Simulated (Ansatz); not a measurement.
AlBO3 (space group R-3c)

```
AlBO3
1.0
    2.21901     1.28115     4.52168
   -2.21901     1.28115     4.52168
    0.00000    -2.56230     4.52168
Al B O
2 2 6
Direct
  0.50000   0.50000   0.50000
  0.00000   0.00000   0.00000
  0.75000   0.75000   0.75000
  0.25000   0.25000   0.25000
  0.75000   0.44083   0.05917
  0.25000   0.55917   0.94083
  0.05917   0.75000   0.44083
  0.94083   0.25000   0.55917
  0.44083   0.05917   0.75000
  0.55917   0.94083   0.25000
```

The atoms are displaced by Q × the pattern below (from a DFPT mode at Γ, largest move 1; Q in Å), at fixed cell. It is one choice among 2 degenerate patterns.

```tsv
atom	x	y	z
B3	0.000	-0.199	0.000
B4	0.000	0.199	0.000
O5	0.011	-0.167	0.494
O6	-0.011	0.167	-0.494
O7	-0.011	-0.167	0.494
O8	0.011	0.167	-0.494
O9	0.000	-0.148	-0.989
O10	0.000	0.148	0.989
```

Atoms not listed stay in place.

All values below come from LDA (plane waves to 420 eV, PAW, scalar-relativistic; Ansatz, a program for electronic structure). k mesh 9×9×9 (Γ-centred), Fermi-Dirac smearing 0.05 eV. The energy includes the smearing's −TS. AlBO3 was relaxed with its symmetry unable to fall. The zero of ΔE is the undisplaced structure.

| Q (Å) | ΔE (meV/cell) |
|---|---|
| -0.1000 | 187.6 |
| -0.0833 | 129.9 |
| -0.0667 | 83.0 |
| -0.0500 | withheld |
| -0.0333 | 20.7 |
| -0.0167 | 5.2 |
| 0.0000 | 0.0 |
| 0.0167 | 5.2 |
| 0.0333 | 20.7 |
| 0.0500 | withheld |
| 0.0667 | 83.0 |
| 0.0833 | 129.9 |
| 0.1000 | 187.6 |

### Question
Fit an even polynomial form (powers 2, 4) to the given rows and predict ΔE at Q = -0.0500.

### Answer
Least squares on the 11 given rows: ΔE = (18600)·Q² + (16020)·Q⁴, in meV/cell with Q in Å; root-mean-square residual 0.05 meV/cell. At -0.0500 the fit gives 46.6 meV/cell; the calculation gives 46.6 meV/cell, the same to the digits shown. The quadratic term alone would give 46.5 meV/cell.

(A displaced cell: forces are minus the slopes of the energy, force constants its curvatures, and phonons follow from these.)
